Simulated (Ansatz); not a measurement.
Given:

Ti₃AlC:
```
CELL_PARAMETERS angstrom
      4.10535     0.00000     0.00000
      0.00000     4.10535     0.00000
      0.00000     0.00000     4.10535
ATOMIC_POSITIONS crystal
  Ti 0.50000 0.50000 0.00000
  Ti 0.00000 0.50000 0.50000
  Ti 0.50000 0.00000 0.50000
  Al 0.00000 0.00000 0.00000
  C  0.50000 0.50000 0.50000
```

This is the LDA-relaxed structure.

Q: All from LDA in the plane-wave PAW code Ansatz, unless another level is named. Estimate the electronic character.

A: metallic (no gap).

Q: Predict the density of states at the Fermi level.

A: 0.54 states/eV per atom (mean over ±0.08 eV).

Q: And the formation energy from the elements (no fitted shifts)?

A: -61 kJ/mol of atoms.

Space group Pm-3m (anti-perovskite). The first step of the workflow began from a Materials Project structure, measured or hypothetical; the Crystallography Open Database copy checked does not list it. Its standing as an ambient phase is unchecked. Symmetry was held in the LDA relaxation; of distortions, only those at the zone centre were tested. The run is not spin-polarised. The references are the lowest solids computed at this level, not always the standard phases.

Potentials: the earlier of the program's two PAW sets.
